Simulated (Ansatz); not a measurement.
Clean, relaxed (110) surface of Na, space group Im-3m (No. 229) (top face towards +c; atoms held fixed, by place in the list: 1):

```
Na
1.0
     3.60904    0.00000    0.00000
    -1.20301    3.40264    0.00000
     0.00000    0.00000   22.89355
Na
3
Direct
  0.50000 0.50000 0.37128
  0.00000 0.00000 0.50000
  0.50000 0.50000 0.62872
```

Level of theory: DFT PBEsol, scalar-relativistic, plane waves, PAW in Ansatz. Cutoff 420 eV; k points 9×9×1 on the computed 3-atom cell (Γ-centred); Gaussian smearing, width 0.10 eV; no spin polarisation. The cell repeats along c with a dipole correction in the vacuum.

With the adsorbate the run is spin-polarised, so any moments that the slab's own atoms take up count into E_ads.

W (atom) is put at the top (Na) at (0.50, 0.50) site, one adsorbate per 12.3 Å², and relaxed. The adsorption energy is E(slab + adsorbate) − E(slab) − E(free adsorbate, spin-polarised where open-shell). Heights count from the highest slab atom after relaxation. Bonded neighbours lie within 1.25 times the sum of covalent radii (1.35 for H) and, on that scale, within 12 % of the closest. With the adsorbate the cell is lengthened along c to keep the vacuum.

Q: How strongly does it bind, and where does its anchoring atom end?

A: -2.19 eV; at (0.50, 0.50), 1 bonded neighbour (Na).

Q: How high does its anchoring atom sit over the highest slab atom, and what is the shortest contact with the surface?

A: 3.04 Å; W–Na 3.04 Å.

Q: The clean face has a work function of 2.99 eV. How does the adsorbate change it?

A: By +1.24 eV.

Q: What spin moment does the cell carry?

A: 4.13 μB.

Each end is the local minimum or symmetric point that its start leads to. The slab is only 5.9 Å thick, so the energies aren't converged with thickness.

For at least one of the starts the bottom face's work function also shifts by over 0.1 eV: the slab is too thin to screen the adsorbate, so the work functions aren't converged with thickness.